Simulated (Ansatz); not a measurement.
FeSi2:
```cif
data_FeSi2
_chemical_formula_sum 'Fe1 Si2'
_space_group_name_H-M_alt 'P4/mmm'
_space_group_IT_number 123
_space_group_name_Hall '-P 4 2'
_cell_length_a 2.68457
_cell_length_b 2.68457
_cell_length_c 5.09995
_cell_angle_alpha 90.000
_cell_angle_beta 90.000
_cell_angle_gamma 90.000
loop_
_atom_site_label
_atom_site_type_symbol
_atom_site_symmetry_multiplicity
_atom_site_Wyckoff_symbol
_atom_site_fract_x
_atom_site_fract_y
_atom_site_fract_z
_atom_site_occupancy
Fe1 Fe 1 c 0.50000 0.50000 0.00000 1
Si1 Si 2 g 0.00000 0.00000 0.27076 1
```
The run is spin-polarised, in the one order tried: ferromagnetic.

Relaxed at zero pressure with the program Ansatz at the r²SCAN level (PAW).

### Question
The volume is lowered by 6 % and shape and atoms relax at that volume. What pressure results, and how do the axes share the change?

### Answer
13.6 GPa; a -2.4 %, b -2.4 %, c -1.3 %; the energy rises by 29 meV/atom.

### Question
Give the new structure.

### Answer

Space group P4/mmm (No. 123); a = b = 2.6201 Å, c = 5.0328 Å, α = β = γ = 90.00°

```json
[
 {"atom": "Fe", "site": "1c", "symmetry": "4/mmm", "x": "0.5000", "y": "0.5000", "z": "0.0000"},
 {"atom": "Si", "site": "2g", "symmetry": "4mm", "x": "0.0000", "y": "0.0000", "z": "0.2730"}
]
```

The phase is kept; no other phase was compared at this pressure.

The workflow started from an entry of the Crystallography Open Database (COD), which files this formula under 2 space groups. Whether it is the stable phase at ambient conditions was not checked. Symmetry was held in the r²SCAN relaxation; whether a distortion lowers the energy is not shown. The final state is ferromagnetic, the only order run, not a proven ground state. The cell computed holds one magnetic atom, so no antiferromagnetic order was within reach. Other orbital occupations within this spin state were not tried.

Potentials: the later of the program's two PAW sets.
